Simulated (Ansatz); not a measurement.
BaTe (rock salt, space group No. 225), r²SCAN (plane waves, PAW; program Ansatz), all energies at zero smearing, with the estimated change up to a 700 eV cutoff added, with one set of potentials and settings (totals compare only within such a set). Cell of 2 atoms (1 Ba, 1 Te): -12963.526 eV.

```json
[
 {"element": "Ba", "reference phase": "Im-3m, 1 atoms in the cell", "E (eV/atom)": "-5964.4614"},
 {"element": "Te", "reference phase": "P3_121, 3 atoms in the cell", "E (eV/atom)": "-6994.8235"}
]
```

Formation energy per atom, worked out: (-12963.526 − 1×(-5964.4614) − 1×(-6994.8235))/2 = -2.121 eV/atom (-205 kJ per mol of atoms), at 0 K, without zero-point energy or fitted corrections.

Space group Fm-3m (rock salt). The r²SCAN relaxation kept the symmetry of its start; of distortions, only those at the zone centre were tested. The references are the lowest solids computed at this level, not always the standard phases. Scalar-relativistic: spin–orbit coupling is off unless named, which matters more the heavier the elements.

Potentials: the later of the program's two PAW sets.
